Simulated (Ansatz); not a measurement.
The elements of this relaxed trial crystal are hidden behind letters.

```
lattice vectors (Å)
  -2.2461    2.2461    9.4958
   2.2461   -2.2461    9.4958
   2.2461    2.2461   -9.4958
fractional positions
X 0.5000 0.5000 0.0000
Z 0.0000 0.0000 0.0000
Z 0.6719 0.6719 0.0000
Z 0.3281 0.3281 0.0000
Q 0.1663 0.1663 0.0000
Q 0.8337 0.8337 0.0000
```

Level of theory: Ansatz, DFT PBE, scalar-relativistic, plane waves, PAW. Cutoff 420 eV, Γ-centred 12×12×12 mesh (6-atom cell), Gaussian smearing of 0.02 eV, no spin polarisation.

| Item | Value |
| --- | --- |
| Space group | I4/mmm (No. 139) |
| Conventional cell | a = 4.492 Å, c = 18.992 Å |
| Volume per atom | 31.94 Å³ |
| Density | 7.86 g/cm³ |
| Energy over the elements | −0.491 eV/atom |
| Gap on the 12×12×12 mesh of the 6-atom cell | 0.42 eV |

Energies are uncorrected and count from the elements' standard states at the same level.

Task: X is a p-block element of period 5, Z is a p-block element of period 6 and Q is a p-block element of period 4. Which elements are they?

Result: X = Te, Z = Pb, Q = Se, so the formula is TePb3Se2. Density times volume gives a mean mass of 7.86 × 31.94/1.6605 = 151.2 u per atom, and this set has 151.2 u. Te is surrounded by 6 Pb at 3.18–3.27 Å; around Pb on a site of symmetry 4/mmm lie 2 Se at 3.16 Å and 4 Te at 3.18 Å; Se is surrounded by 6 Pb at 3.07–3.18 Å; 1 more site not described. Other sets within the hints have nearly the same mass, so mass alone doesn't settle it; this one was computed.

These runs have no spin–orbit coupling, which can matter for Pb and Te. Kohn–Sham gaps at this level usually fall short of measured ones. The missing spin–orbit coupling can work the other way here. Symmetry constrained the relaxation, so the result can be a saddle point.
